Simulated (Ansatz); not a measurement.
The elements of this relaxed trial crystal are hidden behind letters.

```
lattice vectors (Å)
   3.2501    0.0000    0.0000
  -1.6250    2.8147    0.0000
   0.0000    0.0000    8.0772
fractional positions
X 0.3333 0.6667 0.6725
Z 0.0000 0.0000 0.0099
Z 0.6667 0.3333 0.3184
Q 0.3333 0.6667 0.9436
Q 0.6667 0.3333 0.5569
Q 0.0000 0.0000 0.2487
```

Method: Ansatz 0.2.0, DFT PBE, scalar-relativistic, plane waves, PAW. Settings of the last relaxation (6-atom cell): 420 eV, 12×12×6 k points, Gaussian smearing of 0.10 eV, no spin polarisation.

| Quantity | Value |
| --- | --- |
| Space group | P3m1 (No. 156) |
| Conventional cell | a = 3.250 Å, c = 8.077 Å |
| Volume per atom | 12.31 Å³ |
| Density | 4.21 g/cm³ |
| Energy over the elements | −1.17 eV/atom |
| Gap on the 12×12×6 mesh of the 6-atom cell | 0 eV (a metal) |

Energies are uncorrected and count from the elements' standard states at the same level.

Problem. X is a d-block element of period 5, Z is a p-block element of period 3 and Q is a p-block element of period 2. Which elements are they?

Solution. X = Zr, Z = Al, Q = N, so the formula is ZrAl2N3. Density times volume gives a mean mass of 4.21 × 12.31/1.6605 = 31.2 u per atom, and this set has 31.2 u. Around Zr lie 4 N at 2.10–2.19 Å; Al on its first site is surrounded by 4 N at 1.93–1.95 Å; N on its first site has 3 Al at 1.95 Å and 1 Zr at 2.19 Å; 3 more sites not described. Other sets within the hints have nearly the same mass, so mass alone doesn't settle it; this one was computed.

The cell is a metal run without spin; a magnetic state may lie lower. A structure relaxed within its symmetry needn't be a true minimum. Another cell of ZrAl2N3 relaxed alike, in P-3m1, lies 39 meV/atom lower, so this cell isn't the stable form at this level.
